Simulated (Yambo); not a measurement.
```
CELL_PARAMETERS angstrom
      3.03300     0.00000     0.00000
     -1.51650     2.62666     0.00000
      0.00000     0.00000     7.40332
ATOMIC_POSITIONS crystal
  O  0.33333 0.66667 0.17262
  O  0.66667 0.33333 0.82738
  O  0.00000 0.00000 0.50000
  Mg 0.33333 0.66667 0.66580
  Mg 0.66667 0.33333 0.33420
  Zn 0.00000 0.00000 0.00000
```

Mg$_{2}$ZnO$_{3}$ (space group P-3m1, No. 164): mean Im ε in 1 eV windows above the direct gap of 5.06 eV, for different electron-hole kernels (Yambo, broadening 0.15 eV, LDA (pw.x of Quantum ESPRESSO, ONCV potentials, without SOC) bands; 9×9×4 mesh, 9 valence and 3 conduction bands, static screening with 50 bands and a 3 Ry block, scissor 2.11 eV, Tamm-Dancoff; field along x).

```tsv
window (eV)	independent quasiparticles	BSE
5.1 to 6.1	0.5	2.8
6.1 to 7.1	1.4	2.5
7.1 to 8.1	1.9	3.2
8.1 to 9.1	2.2	4.0
```

This run doesn't resolve bound excitons or single peaks, so only averages are given, and they too depend on the mesh; weight that the attraction moves below the gap isn't listed. All transitions below 9.28 eV are in the band window. The scissor comes from a G0W0 run whose convergence isn't established.

Geometry of the Materials Project entry, not relaxed at this level.

The structure is a Materials Project entry; no match was found in the copy of COD used, and its stability was not checked.

With a shallow 3d shell G0W0 needs far more bands and larger blocks than here, so the scissor is uncertain by tenths of an eV or more.
